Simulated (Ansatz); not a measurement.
LiF (rock salt, Fm-3m), PBE in the plane-wave PAW code Ansatz. The conduction-band minimum lies at Γ, with 1 equivalent valley. Second derivatives d²E/dk² of the lowest band at one valley (eV·Å²), along Cartesian directions:

```tsv
direction	d²E/dk²
[100]	8.816
[010]	8.816
[001]	8.816
[110]	8.815
[101]	8.815
[011]	8.815
```

Find the principal effective masses, the density-of-states mass and the conductivity mass.

Off-diagonal terms follow from H_xy = H[110] − (H_xx + H_yy)/2, and m*/mₑ = 7.620 eV·Å² over each eigenvalue: 0.86, 0.86, 0.86. One valley's DOS mass (m₁m₂m₃)^(1/3) = 0.86, conductivity mass 3/(Σ 1/mᵢ) = 0.86 mₑ.

What effective density of states Nc follows at 300 K for parabolic valleys?

Nc = 2.509e19 × 1 × (0.86)^(3/2) ≈ 2.0e19 cm⁻³.

Symmetry was held in the PBE relaxation.

Potentials: the later of the program's two PAW sets.

Edges and masses are those of Kohn–Sham bands, whose gap is no quasiparticle gap.
